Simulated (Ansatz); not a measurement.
**CoW₃ (Pm-3m), symmetry broken, then relaxed**

All numbers below come from DFT PBEsol, scalar-relativistic, plane waves, PAW (Ansatz 0.2.0). The runs took a 420 eV cutoff, a Γ-centred 10×10×10 mesh and Gaussian smearing (0.15 eV). Spin–orbit coupling is left out, which matters for the heavy elements here. No spin polarisation. A magnetic state may lie lower. Energies are free energies at this smearing, counted from the undisturbed cell; pressure is positive in compression.

The undisturbed cell (relaxed at this level; it needn't be the usual structure):

```yaml
crystal:
  lattice:
    - [3.85825, 0.00000, 0.00000]
    - [0.00000, 3.85825, 0.00000]
    - [0.00000, 0.00000, 3.85825]
  atoms:
    - { symbol: Co, position: [0.00000, 0.00000, 0.00000] }
    - { symbol: W, position: [0.00000, 0.50000, 0.50000] }
    - { symbol: W, position: [0.50000, 0.00000, 0.50000] }
    - { symbol: W, position: [0.50000, 0.50000, 0.00000] }
```

The atoms are displaced (Å, in the unstrained cell):

```tsv
atom	ux	uy	uz
Co1	-0.006	0.001	0.007
W2	-0.003	-0.001	0.003
W3	0.010	-0.003	-0.014
W4	-0.001	0.004	0.004
```

The cell is strained by (0.0046, 0.0090, -0.0136, -0.0048, -0.0063, -0.0256) (xx, yy, zz, yz, xz, xy; engineering shear). Cell and atoms are then relaxed.

Question: Does the relaxation return to the undisturbed structure?

Answer: Yes (up to a choice of domain or origin): same space group and volume, and an energy 0.0 meV/atom from it. The disturbance itself cost 5.4 meV/atom. The final space group reads Pm-3m (tolerance 0.05 Å) and the volume changes by 0.03 %.

Final structure:

```
Co W
1.0
     3.86074   -0.00013   -0.00003
    -0.00013    3.86129   -0.00003
    -0.00005   -0.00005    3.85391
Co W
1 3
Cartesian
  3.8606 3.8611 0.0000
  -0.0001 1.9306 1.9269
  1.9302 3.8612 1.9269
  1.9303 1.9305 3.8539
```

The relaxation, step by step (energy from the first step; small jumps at an unchanged geometry come where the plane waves are selected anew for the new cell):

| step | ΔE (meV/atom) | largest force component (eV/Å) | pressure (GPa) |
| --- | --- | --- | --- |
| 1 | 0.0 | 0.261 | 0.37 |
| 2 | -4.2 | 0.215 | 0.16 |
| 3 | -5.2 | 0.014 | -0.24 |
| 4 | -5.4 | 0.000 | -0.02 |
| 5 | -5.4 | 0.000 | -0.01 |

Cost: 3 runs of about 8.8 core-minutes in all, on Arm Neoverse V2 (shared hosts).